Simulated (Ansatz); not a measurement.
## Ga3Sb2As: phonons across the zone

Computed with DFT PBE, scalar-relativistic, plane waves, PAW in Ansatz. Settings: 420 eV plane-wave cutoff, Γ-centred 12×12×4 mesh, Fermi-Dirac smearing of 0.15 eV. No spin polarisation. Phonons by linear response, acoustic sum rule imposed.

Equilibrium structure at this level:
```xyz
6
Lattice="4.2922 0.0000 0.0000 -2.1461 3.7171 0.0000 0.0000 0.0000 10.5051" Properties=species:S:1:pos:R:3 pbc="T T T"
Ga    0.0000    0.0000   10.3724
Ga    2.1461    1.2390    3.4948
Ga    0.0000    2.4781    7.1375
Sb    2.1461    1.2390    0.8156
Sb    0.0000    2.4781    4.4393
As    0.0000    0.0000    7.8821
```

The cell was found from a structure generator's guess, not taken from experiment. In a metal, frequencies and elastic constants depend on the k mesh and the smearing, soft modes and shear constants most. Spin–orbit coupling is left out, which matters for heavy elements. The q mesh is coarse, so values between its points are rough.

Force constants from linear response on a 2×2×1 q mesh.

Question: Is the structure dynamically stable on this mesh?

Answer: Yes, on this mesh: no mode is imaginary. Between the mesh points the interpolation dips to 5i cm⁻¹.

Question: Give the frequencies (cm⁻¹; i marks imaginary ones) at the irreducible q points, in fractions of the reciprocal vectors.

Answer:
```csv
q,star,frequencies
0.000 0.000 0.000,1,0 0 0 41 41 49 49 120 132 198 207 207 208 212 212 216 216 234
0.000 -0.500 0.000,3,48 50 57 68 71 74 132 147 165 177 192 194 197 204 207 208 210 232
```
